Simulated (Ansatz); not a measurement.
VSb$_{2}$:
```xyz
6
Lattice="-3.2567 3.2567 2.7564 3.2567 -3.2567 2.7564 3.2567 3.2567 -2.7564" Properties=species:S:1:pos:R:3 pbc="T T T"
Sb     1.0236     4.2803     0.0000
Sb     2.2332     1.0236     0.0000
Sb     2.2332    -1.0236     2.7564
Sb     1.0236     2.2332     2.7564
V      0.0000     0.0000     1.3782
V      0.0000     0.0000     4.1346
```

This is the PBEsol-relaxed structure.

Task: All from DFT-PBEsol in the program Ansatz with PAW potentials, unless another level is named. Estimate the electronic character.

Result: metallic (no gap).

Task: Predict the formation energy from the elements (no fitted shifts).

Result: -12 kJ/mol-atom.

Task: Next, the density of states at the Fermi level?

Result: 0.91 states/eV per atom (mean over ±0.08 eV).

Task: Next, the gap with spin–orbit coupling?

Result: none (metallic).

Space group I4/mcm. The workflow started from an entry of the Crystallography Open Database (COD, 293 K). Whether it is the stable phase at ambient conditions was not checked. The PBEsol relaxation kept the symmetry of its start; its stability against distortions is not shown here. The workflow began spin-polarised and lost its moments. The references are the lowest solids computed at this level, not always the standard phases. Scalar-relativistic: spin–orbit coupling is off unless named, which matters more the heavier the elements.

Potentials: the later of the program's two PAW sets.
